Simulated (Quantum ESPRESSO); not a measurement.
## One change at a time to Ag2Al2Au2RuTa

These are calculations, not measurements. They come from Quantum ESPRESSO 7.5, a public plane-wave density functional program. Each row is one single-point run on a made-up periodic cell of eight metal atoms, with elements, volume, strain and displacements drawn at random and not relaxed, so a cell may be unstable or far from any real phase. There is no spin polarisation or spin-orbit coupling.

Settings: PBE unless stated; PseudoDojo standard norm-conserving files; Fermi-Dirac width 0.25 eV, which means electrons at about 2900 K; cutoff 1143 eV; 6 x 5 x 4 k mesh shifted half a step off Gamma. E is the free energy of the whole cell (internal energy minus TS), so a -TS column is already part of it. Stress is positive in tension, and the pressure P is minus a third of its trace.

Checks: one run of this series was repeated at a higher cutoff and on a denser mesh, which moved values by no more than 0.003 eV, 0.08 GPa and 0.004 eV/Å, and a second program with other atomic files agreed on it to 2 % rms in force and 0.5 GPa in pressure. Known limits: heavy elements are run without spin-orbit coupling, which real alloys of them have; a spin test at this wide smearing found no moment, but such smearing suppresses magnetism that the real alloy may have.

The lattice is face-centred cubic, and the cell vectors in Å are (1.958, 3.994, 2.089); (2.075, -4.040, 2.064); (1.998, -0.048, -6.211), a volume of 133.91 Å³ in run 1. The elements on sites 1 to 8 are Ag Al Au Ru Ta Ag Au Al. Each later run makes one change to run 1 and keeps the rest. E is counted from run 1, and is n/a where other atomic files have another zero of energy.

```
run,change,V (Å³),P (GPa),-TS (eV),rms force (eV/Å),largest change of a force component (eV/Å),E (eV)
1,none,133.91,1.52,-1.015,0.611,0.000,0.000
2,sites 1 and 3 exchanged,133.91,1.26,-1.010,0.605,0.282,-0.174
3,all lengths scaled by +0.97 %,137.84,-2.47,-1.044,0.543,0.153,0.012
4,LDA in place of PBE,133.91,-8.83,-1.024,0.540,0.224,n/a
5,Pt on site 5,133.91,-1.98,-1.036,0.512,1.186,n/a
6,site 3 moved by -0.14 Å along x,133.91,1.07,-1.011,0.583,1.172,?
```

## Worked estimate

Along the move dE = -F dx. The force on site 3 along x is -0.695 eV/Å in run 1 and 0.476 eV/Å in run 6, and the move is -0.14 Å, so the mean force times the move gives an estimate.

## Withheld value

Question: what E should run 6 give?

The estimate is -0.015 eV. The calculation gave -0.015 eV.
